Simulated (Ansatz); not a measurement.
# Mechanical response of ScHg (Pm-3m)

```xyz
2
Lattice="3.4263 0.0000 0.0000 0.0000 3.4263 0.0000 0.0000 0.0000 3.4263" Properties=species:S:1:pos:R:3 pbc="T T T"
Sc    1.7131    1.7131    1.7131
Hg    0.0000    0.0000    0.0000
```

Conventional cell: a = 3.426 Å, b = 3.426 Å, c = 3.426 Å, α = 90.00°, β = 90.00°, γ = 90.00°. Sc (atom 1) has 8 Hg at 2.97 Å as nearest neighbours. Hg (atom 2) has 8 Sc at 2.97 Å as nearest neighbours.

Unless marked otherwise, the numbers come from LDA, all-electron LAPW in Ansatz 0.2.0, scalar-relativistic. k mesh 14×14×14, strains of ±0.005, Fermi-Dirac smearing of 0.100 eV, basis error target 0.5 meV/atom. The cell was relaxed by PAW under this functional, which moved its volume by -5 % from the database entry's.

The cell is cubic and carries a residual pressure of 0.01 GPa at this level. Each strain component that symmetry leaves independent is applied at ±0.005, the ions relax wherever a strain frees them, and the stress (tension positive, GPa) is read. Shears are engineering strains, γ = 2ε.

| strain | size | σxx | σyy | σzz | σyz | σxz | σxy |
| --- | --- | --- | --- | --- | --- | --- | --- |
| xx | -0.005 | -0.6006 | -0.4503 | -0.4503 | 0.0000 | 0.0000 | 0.0000 |
| xx | +0.005 | 0.5618 | 0.4160 | 0.4160 | 0.0000 | 0.0000 | 0.0000 |
| yz | -0.005 | -0.0139 | -0.0136 | -0.0136 | -0.2840 | 0.0000 | 0.0000 |
| yz | +0.005 | -0.0139 | -0.0136 | -0.0136 | 0.2840 | 0.0000 | 0.0000 |

A central difference gives one constant, for example C11 ≈ (0.5618 − (-0.6006))/(0.01) = 116.2 GPa; the program then imposes the crystal's symmetry on the whole matrix.

**Question.** What are the independent elastic constants?

**Answer.** C11 = 116.2, C12 = 86.6, C44 = 56.8 GPa.

**Question.** Do they meet the Born conditions?

**Answer.** C11 − C12 = 29.6, C11 + 2C12 = 289.5 and C44 = 56.8 GPa must all be positive, so the crystal is elastically stable; that says nothing yet of its phonons.

**Question.** What moduli does a random aggregate of grains have?

**Answer.** B = (C11 + 2C12)/3 = 96.5 GPa. G_V = (C11 − C12 + 3C44)/5 = 40.0 and G_R = 5(C11 − C12)C44/(4C44 + 3(C11 − C12)) = 26.6, so G_H = 33.3 GPa. Then E = 9BG/(3B + G) = 89.6 GPa, ν = (3B − 2G)/(6B + 2G) = 0.345 and B/G = 2.90, on the ductile side of Pugh's 1.75 (a rule of thumb).

**Question.** With the density of 10.137 g/cm³, how fast does sound travel, and what Debye temperature follows?

**Answer.** 

| direction | slow (m/s) | middle (m/s) | fast (m/s) |
| --- | --- | --- | --- |
| [100] | 2367 | 2367 | 3386 |
| [110] | 1208 | 2367 | 3951 |
| [111] | 1686 | 1686 | 4122 |

The mean of v⁻³ over directions and branches gives v_m = 1982 m/s and θ_D = (ħ/k_B) v_m (6π²n)^(1/3) = 217 K, n being atoms per volume. Young's modulus spans 42 to 142 GPa over directions, and the universal anisotropy index is 2.52.

**Question.** How far do the constants move if PAW replaces LAPW in the same cell?

**Answer.** 

| constant | LAPW (GPa) | PAW (GPa) | difference |
| --- | --- | --- | --- |
| C11 | 116.2 | 116.2 | 0.0 |
| C12 | 86.6 | 86.6 | 0.0 |
| C44 | 56.8 | 56.8 | 0.0 |

Caveats: responses of metals move with mesh and smearing; no spin-orbit coupling on heavy atoms; the softest shear constant rests on one k mesh, and a soft shear can herald a distortion on cooling; the frozen-core PAW files of the compared runs were fitted under PBE, their cores solved anew for this functional.
